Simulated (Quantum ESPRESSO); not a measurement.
## Mg2GaS3Cl (convergence and cost over cutoff and k mesh)

Simulated, not a measurement. The program is pw.x of Quantum ESPRESSO 7.5 (plane-wave density functional theory). The cell is made up: 7 atoms on a zincblende/diamond lattice with one site empty, with randomly drawn elements, strain and displacements, not relaxed. PseudoDojo standard norm-conserving files (v0.5 for PBE, v0.4.1 for LDA and PBEsol) set the functional; there is no spin polarisation, spin-orbit coupling or dispersion term, and the masses in the input are unused placeholders.

Input of the run in row 4:

```
&control calculation='scf', pseudo_dir='./dojo.nc.sr.pbe.v0_5.standard.upf', outdir='./o', disk_io='medium', tprnfor=.true., tstress=.true. /
&system ibrav=0, nat=7, ntyp=4, nbnd=35, ecutwfc=84.00895049, nosym=.true., tot_charge=0,
 occupations='smearing', smearing='fd', degauss=0.0018374661
/
&electrons conv_thr=7.350e-09, electron_maxstep=60, /
ATOMIC_SPECIES
Cl 1.0 Cl.upf
Ga 1.0 Ga.upf
Mg 1.0 Mg.upf
S 1.0 S.upf
CELL_PARAMETERS angstrom
5.5489 0.0173 0.0784
0.0173 5.5304 -0.0522
0.0784 -0.0522 5.4896
ATOMIC_POSITIONS angstrom
Mg -0.026 3.0331 2.6647
Ga 2.7957 0.0256 2.8611
Mg 2.6767 2.9085 0.0897
S 1.3118 1.5651 1.4983
S 1.5265 3.9714 4.1568
Cl 4.2246 1.3744 4.1794
S 4.2122 4.0985 1.4458
K_POINTS automatic
4 4 4 1 1 1
```

The same cell was run at these settings. Meshes are shifted by half a step, and differences are from the last row, which is itself not exact.

```
cutoff (eV)     k mesh  k points solved  threshold (eV)  free energy less the last row's (eV)  pressure (GPa)  largest stress difference (GPa)  largest force difference (eV/Å)  iterations  wall time (s)  k-point pools              processor
        800  2 x 2 x 2                4           1e-04                                 2.319          -15.51                            18.76                            0.052           7             37              1  AMD EPYC, Zen 5 class
       1143  1 x 1 x 1                1           1e-07                                 2.621            6.76                             3.83                            0.543          12             48              1  AMD EPYC, Zen 5 class
        642  4 x 4 x 4               32           1e-07                                21.848         -107.36                           110.64                            0.050          10            154              1  AMD EPYC, Zen 5 class
       1143  4 x 4 x 4               32           1e-07                                 0.002            3.18                             0.01                            0.006          11            431              1  AMD EPYC, Zen 5 class
       1437  6 x 6 x 6              108           1e-07                                 0.000            3.18                             0.00                            0.000          11           1727              1  AMD EPYC, Zen 5 class
```

Each pool is one process. Wall times include start-up and a band step at six k points, which weighs most on the coarsest meshes. The runs were on shared virtual cores whose load varied, so times are rough.